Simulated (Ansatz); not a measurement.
Method: Ansatz 0.2.0, DFT PBE, scalar-relativistic, plane waves, PAW. Settings: cutoff 420 eV, Γ-centred meshes spaced at most about 0.3 Å⁻¹, and about 0.25 Å⁻¹ or finer for metals (2π included), Gaussian smearing. Collinear spin in cells that started with moments and kept them past the coarse steps, no spin elsewhere.

All energies are static (0 K, no zero-point motion).

Two relaxed structures of InO5:

A. (site moments O 1.2 (×4), 1.9 μB)

```cif
data_structure
_symmetry_space_group_name_H-M 'F-43m'
_symmetry_Int_Tables_number 216
_cell_length_a 7.8228
_cell_length_b 7.8228
_cell_length_c 7.8228
_cell_angle_alpha 90.000
_cell_angle_beta 90.000
_cell_angle_gamma 90.000
_cell_volume 478.73
loop_
_atom_site_label
_atom_site_type_symbol
_atom_site_symmetry_multiplicity
_atom_site_Wyckoff_symbol
_atom_site_fract_x
_atom_site_fract_y
_atom_site_fract_z
_atom_site_occupancy
In1 In 4 b 0.50000 0.00000 0.00000 1
O1 O 16 e 0.84604 0.34604 0.15396 1
O2 O 4 a 0.00000 0.00000 0.00000 1
```

B. (site moments O 1.0 (×3), 1.8 (×2) μB)

```cif
data_structure
_symmetry_space_group_name_H-M 'P-62m'
_symmetry_Int_Tables_number 189
_cell_length_a 5.1996
_cell_length_b 5.1996
_cell_length_c 3.1781
_cell_angle_alpha 90.000
_cell_angle_beta 90.000
_cell_angle_gamma 120.000
_cell_volume 74.41
loop_
_atom_site_label
_atom_site_type_symbol
_atom_site_symmetry_multiplicity
_atom_site_Wyckoff_symbol
_atom_site_fract_x
_atom_site_fract_y
_atom_site_fract_z
_atom_site_occupancy
In1 In 1 a 0.00000 0.00000 0.00000 1
O1 O 3 g 0.29213 0.00000 0.50000 1
O2 O 2 c 0.33333 0.66667 0.00000 1
```

Question: Which form is favoured at zero pressure, and by what margin per atom?

Answer: B is lower, by 280 meV/atom. A has space group F-43m (No. 216), 19.9 Å³/atom and no gap on its mesh; B has space group P-62m (No. 189), 12.4 Å³/atom and no gap. Counting O atoms around In (those within 1.25 times the shortest such distance or 1.15 times the sum of covalent radii), A has In 4 and B has In 6. Even the lower one lies +0.90 eV/atom against the reference forms of the elements (uncorrected), so neither is stable at this level. In A, around In lie 4 O at 2.09 Å; O on a site of symmetry 3m has 1 In at 2.09 Å, 3 O at 2.12 Å and 3 O at 3.20 Å; O on a site of symmetry -43m has 12 O at 3.20 Å (long contacts). In B, In is surrounded by 6 O at 2.20 Å; O on a site of symmetry m2m has 2 In at 2.20 Å, 4 O at 2.44 Å and 2 O at 2.63 Å; O on a site of symmetry -6 is surrounded by 6 O at 2.44 Å (long contacts). Both come from invented guesses. A third cell relaxed alike, in P6/mmm, lies 144 meV/atom below the lower of the two.

No dispersion correction is applied, so the spacing and binding between layers, chains or molecules are poorly described (P-62m), and this can change margins and order among such cells. The magnetic state reached may not be the lowest. Cells relaxed within their symmetry can be saddle points. Some types were kept out of the candidates beforehand, so the set may lack a known form.
